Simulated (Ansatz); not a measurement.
Data:

AgW:
```
CELL_PARAMETERS angstrom
      2.65981     0.00000     0.00000
      0.00000     2.65981     0.00000
      0.00000     0.00000     4.48255
ATOMIC_POSITIONS crystal
  Ag 0.00000 0.00000 0.00000
  W  0.50000 0.50000 0.50000
```

This is the PBEsol-relaxed structure.

Problem. All from plane-wave PAW PBEsol (Ansatz code), unless another level is named. Predict the formation energy from the elements (no fitted shifts).

Solution. 0.64 eV/atom.

Problem. Predict the density of states at the Fermi level.

Solution. 0.70 states/eV per atom (mean over ±0.08 eV).

Space group P4/mmm (L1₀ or tetragonal B2). The start of the workflow was typed in or built on a structure type; neither database checked (COD, Materials Project) lists it. Its standing as an ambient phase is unchecked. The cell was relaxed with PBEsol under the symmetry of its start. At this level the phase is mechanically unstable. The run is not spin-polarised. Its formation energy is positive at this level, so the cell may be metastable or incomplete. The references are the lowest solids computed at this level, not always the standard phases. Scalar-relativistic: spin–orbit coupling is off unless named, which matters more the heavier the elements.

Potentials: the later of the program's two PAW sets.
